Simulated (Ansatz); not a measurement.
Bi₂HSe₃:
```
Bi2HSe3
1.0
    2.00623     1.15830    10.24813
   -2.00623     1.15830    10.24813
    0.00000    -2.31659    10.24813
Se Bi H
3 2 1
Direct
  0.00118   0.00118   0.00118
  0.21263   0.21263   0.21263
  0.78620   0.78620   0.78620
  0.60472   0.60472   0.60472
  0.39903   0.39903   0.39903
  0.16190   0.16190   0.16190
```

Relaxed with LDA.

Question: Which orbitals make up the states near the Fermi level in plane-wave PAW LDA (Ansatz code)?

Answer: Within 0.5 eV of the Fermi level: Bi 6p 53 %, Se 4p 26 %, Se 4s 9 %, H 1s 8 %. Projections are on Löwdin-orthogonalised atomic valence shells; empty p or d shells of many metals are not among them.

Question: Tabulate the density of states.

Answer: States/eV per cell of 6 atoms, in 0.25 eV bins, energy from the Fermi level.

| E (eV) | total | Se 4p | Bi 6p | H 1s |
|---|---|---|---|---|
| -7.85 | 0.00 | 0.00 | 0.00 | 0.00 |
| -7.60 | 0.00 | 0.00 | 0.00 | 0.00 |
| -7.35 | 0.00 | 0.00 | 0.00 | 0.00 |
| -7.10 | 0.00 | 0.00 | 0.00 | 0.00 |
| -6.85 | 0.02 | 0.01 | 0.01 | 0.00 |
| -6.60 | 3.34 | 1.80 | 0.72 | 0.69 |
| -6.35 | 1.76 | 0.95 | 0.30 | 0.39 |
| -6.10 | 1.18 | 0.64 | 0.15 | 0.28 |
| -5.85 | 1.72 | 0.92 | 0.39 | 0.26 |
| -5.60 | 3.37 | 1.85 | 1.07 | 0.27 |
| -5.35 | 1.48 | 0.83 | 0.53 | 0.05 |
| -5.10 | 2.06 | 1.18 | 0.80 | 0.03 |
| -4.85 | 2.99 | 1.79 | 1.08 | 0.02 |
| -4.60 | 3.52 | 2.13 | 1.25 | 0.02 |
| -4.35 | 3.37 | 2.07 | 1.13 | 0.02 |
| -4.10 | 3.07 | 1.90 | 0.99 | 0.02 |
| -3.85 | 4.40 | 2.77 | 1.39 | 0.04 |
| -3.60 | 3.73 | 2.41 | 1.11 | 0.02 |
| -3.35 | 3.68 | 2.51 | 0.95 | 0.03 |
| -3.10 | 4.33 | 3.03 | 1.06 | 0.03 |
| -2.85 | 4.36 | 3.21 | 0.90 | 0.04 |
| -2.60 | 4.38 | 3.42 | 0.71 | 0.03 |
| -2.35 | 4.31 | 3.56 | 0.46 | 0.03 |
| -2.10 | 4.99 | 4.31 | 0.34 | 0.03 |
| -1.85 | 5.08 | 4.39 | 0.26 | 0.03 |
| -1.60 | 3.20 | 2.69 | 0.17 | 0.02 |
| -1.35 | 1.42 | 1.15 | 0.10 | 0.01 |
| -1.10 | 0.23 | 0.19 | 0.01 | 0.00 |
| -0.85 | 0.00 | 0.00 | 0.00 | 0.00 |
| -0.60 | 0.81 | 0.22 | 0.40 | 0.08 |
| -0.35 | 1.41 | 0.39 | 0.69 | 0.13 |
| -0.10 | 1.97 | 0.54 | 0.99 | 0.17 |
| 0.15 | 1.89 | 0.49 | 0.99 | 0.15 |
| 0.40 | 1.88 | 0.43 | 1.10 | 0.10 |
| 0.65 | 2.08 | 0.58 | 1.23 | 0.05 |
| 0.90 | 3.75 | 1.04 | 2.27 | 0.06 |
| 1.15 | 4.76 | 1.31 | 3.05 | 0.05 |
| 1.40 | 4.20 | 1.37 | 2.49 | 0.03 |
| 1.65 | 1.61 | 0.55 | 0.90 | 0.03 |
| 1.90 | 1.86 | 0.57 | 1.05 | 0.06 |
| 2.15 | 4.28 | 1.40 | 2.31 | 0.16 |
| 2.40 | 3.52 | 1.22 | 1.89 | 0.10 |
| 2.65 | 5.24 | 1.87 | 2.74 | 0.12 |
| 2.90 | 3.59 | 1.27 | 1.66 | 0.13 |
| 3.15 | 3.57 | 1.09 | 1.30 | 0.20 |
| 3.40 | 3.65 | 1.02 | 1.11 | 0.23 |
| 3.65 | 2.83 | 0.78 | 0.80 | 0.19 |
| 3.90 | 1.42 | 0.36 | 0.33 | 0.11 |
| 4.15 | 1.66 | 0.34 | 0.24 | 0.18 |
| 4.40 | 2.24 | 0.38 | 0.24 | 0.26 |
| 4.65 | 2.46 | 0.34 | 0.19 | 0.27 |

Space group R3m. The start of the workflow was typed in or built on a structure type; neither database checked (COD, Materials Project) lists it. Whether it is the stable phase at ambient conditions was not checked. The LDA relaxation kept the symmetry of its start; whether a distortion lowers the energy is not shown. A crystal of weakly bound layers computed without a dispersion correction: the cell and the soft elastic constants depend strongly on that. With an odd number of electrons in the cell and no spin polarisation, the count alone makes it a metal. Scalar-relativistic: spin–orbit coupling is off unless named, which matters more the heavier the elements.

Potentials: the earlier of the program's two PAW sets. The files were generated under PBE; for other functionals the program regenerates the frozen cores, and for LDA and PBEsol the local potential too.
